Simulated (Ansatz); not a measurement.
## Ge: energy along a strain

Ge, Fd-3m, a = 5.658 Å (as given, not relaxed at this level: 0.7 GPa). Ansatz: r2SCAN, PAW, 500 eV, Γ-centred 10×10×10 mesh on 2 atoms, Gaussian smearing 0.05 eV; no spin polarisation. Cell vectors (Å): 0.000 2.829 2.829; 2.829 0.000 2.829; 2.829 2.829 0.000. The cell is strained by x per cent times the pattern (1 -1 0 0 0 0) in the order xx yy zz yz xz xy (engineering shears), with fractional coordinates held. y is the free energy over the start, V0 = 22.636 Å³/atom. Symmetry makes y even in x.

```
x (%) y (meV/atom)
-2.00             ?
-1.00          1.18
 0.00          0.00
 0.25          0.07
 0.50          0.29
 0.75          0.66
 1.25          1.85
 1.50          2.66
 1.75          3.63
```

Fit y = c2 x² + c4 x⁴ to the other rows, get the stiffness along the pattern, and predict the missing energy.

Least squares on the rows shown. y = 1.177 x² + 0.002773 x⁴. The clamped-ion stiffness p·C·p = 2 × 11.77 eV × 160.2 / 22.636 Å³ = 167 GPa (second derivative at the start, which stands under stress). At x = -2.00 the fit asked for gives 4.75 meV/atom. The run gave 4.74 meV/atom, so the fit is 0.01 meV/atom too high, a small miss on the scale of the series.